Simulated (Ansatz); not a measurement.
BeRh:
```xyz
2
Lattice="2.7527 0.0000 0.0000 0.0000 2.7527 0.0000 0.0000 0.0000 2.7527" Properties=species:S:1:pos:R:3 pbc="T T T"
Be     0.0000     0.0000     0.0000
Rh     1.3763     1.3763     1.3763
```

Relaxed with PBEsol. Special points in fractions of this cell's reciprocal vectors: Γ (0.000, 0.000, 0.000); X (0.000, 0.500, 0.000); M (0.500, 0.500, 0.000); R (0.500, 0.500, 0.500).

Q: List the band energies nearest the Fermi level at these points for PBEsol in the plane-wave PAW code Ansatz.

A: In eV from the Fermi level; about four levels below and three above (degenerate sets whole), none deeper than 8.9 eV; … stands for higher levels left out; points with the same levels are listed once.

```csv
k,below,above
Γ,-4.31 -4.31 0.00 0.00 0.00,…
X,-3.68 -3.46 -2.11 -2.11,0.20 2.52 …
M,-1.37 -1.37 -0.63 -0.63,1.31 …
R,-5.34 -5.34 -5.34,1.41 1.41 6.12
```

Space group Pm-3m (CsCl type). The workflow started from a Materials Project entry (that database holds measured and hypothetical structures alike); the Crystallography Open Database copy checked does not list it. With Be and Rh taken as one species the cell has the higher symmetry Im-3m, so it may be an ordered model of a mixed-site phase. Whether it is the stable phase at ambient conditions was not checked. The PBEsol relaxation kept the symmetry of its start; of distortions, only those at the zone centre were tested. No spin polarisation was allowed. Scalar-relativistic: spin–orbit coupling is off unless named, which matters more the heavier the elements.

Potentials: the later of the program's two PAW sets.
